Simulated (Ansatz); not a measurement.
YTaN$_{3}$:
```
YTaN3
1.0
    4.03034     0.00000     0.00000
    0.00000     4.03034     0.00000
    0.00000     0.00000     4.03034
Y Ta N
1 1 3
Direct
  0.00000   0.00000   0.00000
  0.50000   0.50000   0.50000
  0.50000   0.50000   0.00000
  0.50000   0.00000   0.50000
  0.00000   0.50000   0.50000
```

This is the r²SCAN-relaxed structure.

Problem. All from the program Ansatz at the r²SCAN level (PAW), unless another level is named. Predict the density of states at the Fermi level.

Solution. 0.46 states/eV per atom (mean over ±0.08 eV).

Problem. What about the formation energy from the elements (no fitted shifts)?

Solution. -102 kJ/mol-atom.

Problem. Predict the gap with spin–orbit coupling.

Solution. none (metallic).

Space group Pm-3m (cubic perovskite). The start of the workflow was typed in or built on a structure type; neither database checked (COD, Materials Project) lists it. Whether it is the stable phase at ambient conditions was not checked. The r²SCAN relaxation kept the symmetry of its start; whether a distortion lowers the energy is not shown. The run is not spin-polarised. With an odd number of electrons in the cell and no spin polarisation, the count alone makes it a metal. The references are the lowest solids computed at this level, not always the standard phases (solids in place of the gases). Spin–orbit coupling is left out wherever it is not named.

Potentials: the earlier of the program's two PAW sets.
